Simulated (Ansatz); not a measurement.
KI:
```xyz
2
Lattice="0.0000 3.5459 3.5459 3.5459 0.0000 3.5459 3.5459 3.5459 0.0000" Properties=species:S:1:pos:R:3 pbc="T T T"
K      0.0000     0.0000     0.0000
I      3.5459     3.5459     3.5459
```

Relaxed with r²SCAN. Special points in fractions of this cell's reciprocal vectors: Γ (0.000, 0.000, 0.000); X (0.500, 0.000, 0.500); U (0.625, 0.250, 0.625); K (0.375, 0.375, 0.750); L (0.500, 0.500, 0.500); W (0.500, 0.250, 0.750).

List the band energies nearest the valence-band maximum at these points for the program Ansatz at the r²SCAN with spin–orbit coupling level (PAW).

In eV from the valence-band maximum; about four levels below and three above (degenerate sets whole), none deeper than 8.9 eV; points with the same levels are listed once.

```tsv
k	below	above
Γ	0.00 0.00 0.00 0.00	4.27 4.27 6.75 6.75 6.75 6.75
X	-0.75 -0.75 -0.39 -0.39	5.08 5.08 6.16 6.16
U	-0.86 -0.86 -0.52 -0.52	5.79 5.79 7.02 7.02
L	-0.80 -0.80 -0.35 -0.35	5.70 5.70 7.97 7.97
W	-0.79 -0.79 -0.67 -0.67	6.60 6.60 6.70 6.70
```

Space group Fm-3m (rock salt). The cell was relaxed with r²SCAN under the symmetry of its start; of distortions, only those at the zone centre were tested.

Potentials: the later of the program's two PAW sets.
